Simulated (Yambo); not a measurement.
## SnS₂ monolayer: lowest vertical excitons

```
SnS2
1.0
    3.66511     0.00000     0.00000
   -1.83255     3.17408     0.00000
    0.00000     0.00000    15.90000
S Sn
2 1
Cartesian
  1.83255   1.05803  -1.48379
  0.00000   2.11605   1.48379
  0.00000   0.00000   0.00000
```

The layer was cut from Materials Project entry mp-1170 and relaxed with PBE+D3(BJ) in a cell 15.9 Å high, with the Coulomb interaction truncated along z.

BSE in Yambo on PBE (stringent potentials; pw.x of Quantum ESPRESSO, ONCV potentials, scalar-relativistic) bands: 18×18×1 mesh, 5 valence and 4 conduction bands, static screening with 52 bands and a 3 Ry block, scissor 1.56 eV, Tamm-Dancoff, stochastic integration of W near q = 0; field along x.

```csv
state,energy (eV),states within 2 meV,relative strength,class,main transitions
1,2.45,1,< 0.01,dark,VB → CB (92 %)
2,2.50,2,< 0.01,dark,VB → CB (93 %)
3,2.63,2,< 0.01,dark,VB−1 → CB (72 %)
4,2.74,1,< 0.01,dark,VB−1 → CB (82 %)
5,2.79,2,0.67,weak,VB → CB (98 %)
6,2.79,1,< 0.01,dark,VB → CB (98 %)
7,2.89,1,< 0.01,dark,VB → CB (99 %)
8,2.90,2,< 0.01,dark,VB → CB (98 %)
```

These are vertical excitations (zero momentum); the indirect quasiparticle gap, about 3.09 eV, is smaller than the direct one (3.39 eV on the GW mesh). The direct quasiparticle gap on this mesh is 3.39 eV; counted from there, state 1 is bound by 0.94 eV. Convergence with the mesh was not shown.

Spin singlets only. Strengths are relative to the strongest of the lowest states of this run; strong means a line over 3 % of the spectrum's maximum, dark under 0.03 %. Absolute energies carry the error of the G0W0 scissor, whose convergence isn't established.

Spin-orbit splittings are left out.
